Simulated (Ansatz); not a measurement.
GaSb:
```
GaSb
1.0
    0.00000     3.06629     3.06629
    3.06629     0.00000     3.06629
    3.06629     3.06629     0.00000
Ga Sb
1 1
Direct
  0.00000   0.00000   0.00000
  0.25000   0.25000   0.25000
```

Relaxed with r²SCAN. Special points in fractions of this cell's reciprocal vectors: Γ (0.000, 0.000, 0.000); X (0.500, 0.000, 0.500); U (0.625, 0.250, 0.625); K (0.375, 0.375, 0.750); L (0.500, 0.500, 0.500); W (0.500, 0.250, 0.750).

Question: List the band energies nearest the valence-band maximum at these points for r²SCAN with spin–orbit coupling in the plane-wave PAW code Ansatz.

Answer: In eV from the valence-band maximum; about four levels below and three above (degenerate sets whole), none deeper than 8.9 eV; points with the same levels are listed once.

```csv
k,below,above
Γ,0.00 0.00 0.00 0.00,0.20 0.20 2.64 2.64
X,-3.02 -3.02 -2.77 -2.77,0.92 0.92 1.28 1.28
U,-4.05 -3.85 -2.50 -2.48,1.42 1.45 3.91
L,-1.63 -1.63 -1.23 -1.23,0.47 0.47 3.75 3.75
W,-3.86 -3.54 -3.42 -3.40,3.56 3.94 4.40
```

Space group F-43m (zinc blende). The r²SCAN relaxation kept the symmetry of its start; of distortions, only those at the zone centre were tested.

Potentials: the earlier of the program's two PAW sets.
